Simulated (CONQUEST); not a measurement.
Input and output of a self-consistent single point for SnO₂ (P4_2/mnm, 6 atoms in the cell; from Materials Project mp-856, changed as shown) (CONQUEST).

Level of theory: PBE, numerical atomic orbitals double-zeta with polarisation (the shipped basis), PseudoDojo norm-conserving potentials made for PBE (CONQUEST).

The change in words: volume scaled by 0.99. Reference geometry (P4_2/mnm):
```yaml
crystal:
  lattice:
    - [4.76482, 0.00000, 0.00000]
    - [0.00000, 4.76482, 0.00000]
    - [0.00000, 0.00000, 3.20750]
  atoms:
    - { symbol: Sn, position: [0.50000, 0.50000, 0.50000] }
    - { symbol: Sn, position: [0.00000, 0.00000, 0.00000] }
    - { symbol: O, position: [0.19403, 0.80597, 0.50000] }
    - { symbol: O, position: [0.80597, 0.19403, 0.50000] }
    - { symbol: O, position: [0.69403, 0.69403, 0.00000] }
    - { symbol: O, position: [0.30597, 0.30597, 0.00000] }
```

Reference input (self-consistent single point, DFT, PBE, numerical atomic orbitals double-zeta with polarisation (the shipped basis), PseudoDojo norm-conserving potentials made for PBE): basis = DZP; Diag.MPMeshX, Y, Z = 4 4 6; potentials = PseudoDojo norm-conserving PBE; Grid.GridCutoff = 175 Ha; DM.SolutionMethod = diagon; Diag.SmearingType = 1; Diag.kT = 0.001837 Ha; Diag.GammaCentred = true; Diag.MPOrder = 0; minE.SCTolerance = 1.0e-07; SC.MaxIters = 100; SC.LinearMixingFactor = 0.5. This run's input differs from it in these lines:

```diff
@@ -33,5 +33,5 @@
 # file: coords.dat
-     9.004204833      0.000000000      0.000000000
-     0.000000000      9.004204833      0.000000000
-     0.000000000      0.000000000      6.061296545
+     8.974086378      0.000000000      0.000000000
+     0.000000000      8.974086378      0.000000000
+     0.000000000      0.000000000      6.041021673
 6
```

Output (repeated stretches shortened):

```
    PulayMixSC: Starting Pulay mixing, A_up =  0.500 A_dn =  0.500
    PulayMixSC: Spin non-polarised calculation.
    PulayMixSC: with Kerker preconditioning, q0 =  0.100
          Harris-Foulkes Energy            :      -223.922820004904679 Ha
    PulayMixSC: Pulay iteration     1 residual:              0.70365E-02
          Harris-Foulkes Energy            :      -223.718757682336104 Ha
    PulayMixSC: Pulay iteration     2 residual:              0.26116E-02
          Harris-Foulkes Energy            :      -223.709963070525134 Ha
    PulayMixSC: Pulay iteration     3 residual:              0.11160E-02
   [... lines left out ...]
          Harris-Foulkes Energy            :      -223.707834540234415 Ha
    PulayMixSC: Pulay iteration     6 residual:              0.10888E-04
          Harris-Foulkes Energy            :      -223.707834297795273 Ha
    PulayMixSC: Pulay iteration     7 residual:              0.47667E-06
          Harris-Foulkes Energy            :      -223.707834300176188 Ha
    PulayMixSC: Pulay iteration     8 residual:              0.26378E-06
          Harris-Foulkes Energy            :      -223.707834301240581 Ha
    PulayMixSC: Pulay iteration     9 residual:              0.32283E-07
    PulayMixSC: Reached SCF tolerance of  0.32283E-07 after      9 iterations
      | Number of electrons      =        52.000032
      |* Harris-Foulkes energy   =      -223.707834301240581 Ha
      |* DFT total energy        =      -223.707834301274289 Ha

    force: Forces on atoms (Ha/a0)
    force:  Atom   X              Y              Z
    force:     1  -0.0000000000  -0.0000000000  -0.0000000000
    force:     2  -0.0000000000  -0.0000000000   0.0000000000
    force:     3   0.0004930532  -0.0004930532  -0.0000000000
    force:     4  -0.0004930532   0.0004930532  -0.0000000000
    force:     5   0.0004930532   0.0004930532   0.0000000000
    force:     6  -0.0004930532  -0.0004930532   0.0000000000

    force: Maximum force :        0.00049305(Ha/a0) on atom         5 in y direction
    force: Force Residual:        0.00056933 Ha/a0
    force: Total stress:        -13.59748647     0.00000000     0.00000000 GPa
                            -0.00000000   -13.59748647     0.00000000
                             0.00000000     0.00000000   -19.23908164
    force: Average pressure:     15.47801819 GPa

    get_E_and_F: Change in energy during last step of electronic optimisation: -0.10644E-08
```

The run converged in 9 iterations. CONQUEST prints the stress tensor with tension positive. Against the reference run the free energy goes up by 10.9 meV/atom, the pressure goes from 13.01 to 15.48 GPa and the gap on the mesh goes from 0.800 to 0.915 eV.

The program uses no crystal symmetry, so grid and mesh can part values that symmetry would make equal. The atom-centred basis is finite, which shifts total energies, pressures and gaps against plane waves. The structure comes from a collection of computed structures, made at another level of theory; the collection holds predicted forms beside known ones.

Cost on one core: very roughly 2.1 core-minutes.
